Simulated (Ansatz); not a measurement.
# What settings do to one calculation: Si started on a Ag site in rocksalt AgCl, 16 atoms, charge +3

Ansatz (PAW, plane waves), atoms fixed. The base input:

```yaml
crystal:
  lattice:
    - [0.000000, 5.447750, 5.447750]
    - [5.447750, 0.000000, 5.447750]
    - [5.447750, 5.447750, 0.000000]
  atoms:
    - { symbol: Cl, position: [0.751824, 0.245433, 0.253254] }
    - { symbol: Cl, position: [0.243403, 0.751719, 0.755588] }
    - { symbol: Cl, position: [0.250805, 0.744620, 0.249102] }
    - { symbol: Cl, position: [0.752456, 0.244353, 0.745426] }
    - { symbol: Cl, position: [0.253339, 0.250092, 0.748337] }
    - { symbol: Cl, position: [0.752108, 0.753474, 0.240598] }
    - { symbol: Cl, position: [0.250342, 0.245429, 0.252074] }
    - { symbol: Cl, position: [0.751796, 0.752766, 0.746248] }
    - { symbol: Ag, position: [0.000409, 0.001470, 0.002555] }
    - { symbol: Ag, position: [0.992956, 0.003100, 0.500856] }
    - { symbol: Ag, position: [0.491231, 0.505550, 0.004723] }
    - { symbol: Ag, position: [0.995301, 0.496524, 0.007236] }
    - { symbol: Ag, position: [0.501689, 0.002482, 0.499827] }
    - { symbol: Ag, position: [0.504724, 0.999982, 0.999493] }
    - { symbol: Ag, position: [0.000206, 0.500661, 0.498804] }
    - { symbol: Si, position: [0.494850, 0.496015, 0.509186] }
kpoints:
  mp_grid: { grid: [2, 2, 2], shift: [0.5, 0.5, 0.5] }
hamiltonian:
  xc: pbesol
total_charge: 3
scf:
  occupations: { method: fermi_dirac, width: 0.01 }
output:
  forces: true
  eigenvalues: true
  populations: true
  charged_corrections: { epsilon: 11.1 }
```

Command:

```sh
ansatz run in.yaml --threads 7 --pin off --max-ram 13300MiB --runs-dir r --events-out ev --progress --plain
```

It converged in 33 iterations and 9.2 s of wall time on 7 threads of a Neoverse-V2 processor, on a host shared with other runs; peak host memory 1.2 GiB; largest force component 0.37 eV/Å. The cutoff was the default, 420 eV. The base isn't a converged reference: it has few k points, and its atoms are unrelaxed. Each run below changes the keys shown and caps the iterations.

```tsv
run	changed	ending	iterations	free energy less the base (meV per atom)	rms change of forces (eV/Å)	change of pressure (GPa)	wall time (s, shared host)
1	max_iter 80, total_charge 5	converged	21	other zero	0.099	–	5.9 CPU
2	max_iter 90, total_charge 2	converged	29	other zero	0.040	–	7.9 CPU
3	mixing beta 0.01, width 2.0 eV, max_iter 60	converged	9	-2806.3	0.216	–	9.1 CPU
4	dr2_threshold 0.001, width 0.03 eV, max_iter 90	converged	11	-3.6	0.011	–	4.8 CPU
5	xc_grid 2 (2 is the default), max_iter 90	converged	33	0.0	0.000	–	8.1 CPU
6	mixing beta 0.4, xc_grid 1 (2 is the default), max_iter 60	converged	36	0.0	0.000	–	9.2 CPU
```

«Other zero»: another functional, charge or dispersion term moves the zero of energy, so the difference says nothing of accuracy.

Q: Which changes leave the result alone, and which of the same physical model moves the forces most?

A: The forces move by under 0.002 eV/Å in runs 5, 6. Run 3 (mixing beta 0.01, width 2.0 eV, max_iter 60) moves them most among the runs with the same functional, charge and dispersion term, by 0.216 eV/Å.
